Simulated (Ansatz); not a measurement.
**Guessed and relaxed cells of AlIn₃Sb₂N₂**

The guess for AlIn₃Sb₂N₂ was made by a generator: species swapped into a database cell of TiAl2Cr3C2 (P3m1, No. 156), with Al on the Ti sites, Sb on the Al sites, In on the Cr sites and N on the C sites. Its size is a rough estimate.

POSCAR.start

```
Al In Sb N
1.0
     3.40269    0.00000    0.00000
    -1.70135    2.94682    0.00000
     0.00000    0.00000   15.22326
Al In Sb N
1 3 2 2
Cartesian
  0.0000 0.0000 8.9150
  1.7013 0.9823 6.2357
  1.7013 0.9823 1.2725
  0.0000 0.0000 14.0252
  0.0000 0.0000 3.7387
  1.7013 0.9823 11.6099
  0.0000 1.9645 7.4521
  0.0000 1.9645 0.0323
```

All numbers below come from DFT PBE, scalar-relativistic, plane waves, PAW in Ansatz. Cutoff 420 eV, Gaussian smearing, Γ-centred meshes. Cell and atoms relax first on a coarse mesh, the cell is then made exact in the group found at 0.06 to 0.08 Å, and last on a converged mesh; the steps can't lower the symmetry of their start. No spin polarisation.

POSCAR.end

```
Al In Sb N
1.0
     3.29104    0.00000    0.00000
    -1.64552    2.85012    0.00000
     0.00000    0.00000   17.76847
Al In Sb N
1 3 2 2
Direct
  0.00000 0.00000 0.57563
  0.66667 0.33333 0.38339
  0.66667 0.33333 0.07049
  0.00000 0.00000 0.91313
  0.00000 0.00000 0.22301
  0.66667 0.33333 0.77214
  0.33333 0.66667 0.57478
  0.33333 0.66667 0.98745
```

The symmetry stays P3m1 (No. 156). The volume per atom grows by 9.2 %, from 19.1 to 20.8 Å³. The shortest distance goes from 2.31 Å (In–N) to 1.90 Å (Al–N). The ratio c/a of the conventional cell changes by a factor of 1.21.

For AlIn₃Sb₂N₂, the volume per atom is 20.8 Å³ and the density is 6.4 g/cm³. The formation energy is +0.04 eV/atom and the gap on the 12×12×2 mesh of the 8-atom cell is 0 eV (a metal).

Formation energies are uncorrected and refer to the elements' standard structures at the same level (N₂ as a molecule). It can't be a ground state, since the elements alone are lower.

The last run used Gaussian smearing of 0.10 eV. For metals, differences of a few meV/atom aren't resolved. Weakly bound directions are ill-defined at this level, which has no dispersion term. Spin–orbit coupling, which can matter for Sb, is left out. Symmetry constrained the relaxation, so the result can be a saddle point. Another cell of the same search, in Cm, lies 208 meV/atom lower, so this cell isn't the stable form at this level.
